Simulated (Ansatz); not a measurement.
Bi2S3:
```yaml
crystal:
  lattice:
    - [3.99618, 0.00000, 0.00000]
    - [-1.99809, 3.46079, 0.00000]
    - [0.00000, 0.00000, 9.55135]
  atoms:
    - { symbol: Bi, position: [0.33333, 0.66667, 0.19350] }
    - { symbol: Bi, position: [0.66667, 0.33333, 0.80650] }
    - { symbol: S, position: [0.00000, 0.00000, 0.00000] }
    - { symbol: S, position: [0.33333, 0.66667, 0.65583] }
    - { symbol: S, position: [0.66667, 0.33333, 0.34417] }
```

Relaxed with PBEsol. Special points in fractions of this cell's reciprocal vectors: Γ (0.000, 0.000, 0.000); M (0.500, 0.000, 0.000); K (0.333, 0.333, 0.000); A (0.000, 0.000, 0.500); L (0.500, 0.000, 0.500); H (0.333, 0.333, 0.500).

Q: List the band energies nearest the valence-band maximum at these points for the program Ansatz at the PBEsol level (PAW).

A: In eV from the valence-band maximum; about four levels below and three above (degenerate sets whole), none deeper than 8.9 eV; points with the same levels are listed once.

```tsv
k	below	above
Γ	-1.61 -1.20 -1.20 0.00	0.77 2.20 2.20
M	-2.27 -1.72 -1.41 -0.48	1.70 3.09 3.20
K	-2.28 -2.28 -1.61 -0.92 -0.92	2.13 3.33 3.33
A	-1.28 -1.28 -1.08 -0.23	0.78 2.17 2.17
L	-1.74 -1.25 -1.13 -0.97	1.35 2.79 3.13
H	-2.87 -2.87 -1.89 -0.34 -0.34	2.75 3.06 3.06
```

Space group P-3m1 (La2O3 or Ni2Al3 type). The cell is a constructed one: a structure type filled with these elements; neither database checked (COD, Materials Project) lists it. COD files the formula under space group No. 62. Whether it is the stable phase at ambient conditions was not checked. The PBEsol relaxation kept the symmetry of its start; whether a distortion lowers the energy is not shown. Scalar-relativistic: spin–orbit coupling is off unless named, which matters more the heavier the elements.

Potentials: the earlier of the program's two PAW sets. The files were generated under PBE; for other functionals the program regenerates the frozen cores, and for LDA and PBEsol the local potential too.
